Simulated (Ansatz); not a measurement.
Consider the following.

Ga2O3 (corundum)

```cif
data_Ga12O18
_chemical_formula_sum 'Ga12 O18'
_space_group_name_H-M_alt 'R-3c :H'
_space_group_IT_number 167
_space_group_name_Hall '-R 3 2"c'
_cell_length_a 5.05773
_cell_length_b 5.05773
_cell_length_c 13.62331
_cell_angle_alpha 90.000
_cell_angle_beta 90.000
_cell_angle_gamma 120.000
loop_
_atom_site_label
_atom_site_type_symbol
_atom_site_symmetry_multiplicity
_atom_site_Wyckoff_symbol
_atom_site_fract_x
_atom_site_fract_y
_atom_site_fract_z
_atom_site_occupancy
Ga1 Ga 12 c 0.00000 0.00000 0.14416 1
O1 O 18 e 0.30313 0.30313 0.75000 1
```
(The calculation used a cell of 10 atoms; values per cell refer to that cell.)

This relaxed cell (volume V₀) is scaled evenly in all directions, its shape held. The atoms relax within the cell's symmetry.

All values below come from PBE (plane waves to 420 eV, PAW, scalar-relativistic; Ansatz, a first-principles code). k mesh 8×8×8 (Γ-centred), Fermi-Dirac smearing 0.05 eV. The energy includes the smearing's −TS. Compression counts positive. With the shape held, the modulus is that of even scaling; a crystal free to change shape is softer. Ga2O3 was relaxed with its symmetry unable to fall. The zero of ΔE is the relaxed starting cell.

The scan covers V/V₀ from 0.900 to 1.100 in 11 points.

**Question.** What is the fitted pressure derivative B₀′?

**Answer.** 4.5.

**Question.** What bulk modulus at fixed cell shape B₀ follows from a third-order Birch-Murnaghan fit?

**Answer.** 200 GPa.

(Under strain, the slope of the energy per volume gives the stress and its curvature an elastic modulus.)
